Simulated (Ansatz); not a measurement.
AlN:
```cif
data_AlN
_chemical_formula_sum 'Al1 N1'
_space_group_name_H-M_alt 'P 1'
_space_group_IT_number 1
_cell_length_a 3.09511
_cell_length_b 3.09511
_cell_length_c 3.09511
_cell_angle_alpha 60.000
_cell_angle_beta 60.000
_cell_angle_gamma 60.000
loop_
_space_group_symop_operation_xyz
  'x, y, z'
loop_
_atom_site_label
_atom_site_type_symbol
_atom_site_fract_x
_atom_site_fract_y
_atom_site_fract_z
_atom_site_occupancy
Al1 Al 0.00000 0.00000 0.00000 1
N1 N 0.25000 0.25000 0.25000 1
```

Relaxed with PBEsol. PBEsol in the plane-wave PAW code Ansatz gives a gap of 3.19 eV.

Problem. What gap does HSE06 give on the same cell (Ansatz, PAW)?

Solution. 4.55 eV, 1.36 eV more. The hybrid was solved on a coarser mesh and at special points; its gap is the smallest among all of these.

| k | v1 PBEsol | c1 PBEsol | v1 HSE06 | c1 HSE06 |
|---|---|---|---|---|
| Γ | 0.00 | 4.06 | ___ | ___ |
| X | -1.78 | 3.19 | -1.92 | 4.55 |
| L | -0.48 | 7.22 | ___ | ___ |
| W | -2.72 | 5.93 | ___ | ___ |
| K | -1.38 | 5.04 | ___ | ___ |

Problem. Top valence (v1) and lowest conduction level (c1) in eV from each method's valence maximum (which need not be a listed point): supply the withheld HSE06 values.

Solution. 
- K, v1 HSE06: -1.48
- K, c1 HSE06: 6.48
- Γ, v1 HSE06: 0.00
- Γ, c1 HSE06: 5.50
- L, v1 HSE06: -0.52
- L, c1 HSE06: 8.84
- W, v1 HSE06: -2.83
- W, c1 HSE06: 7.41

Cost on shared cores: the PBEsol run (SCF on a 11×11×11 mesh, then bands and DOS) very roughly 8 core-seconds, the HSE06 run (SCF on 8×8×8, then a few points) roughly 50 core-seconds; the tasks are unlike.

Space group F-43m (zinc blende). The PBEsol relaxation kept the symmetry of its start.

Potentials: the earlier of the program's two PAW sets.
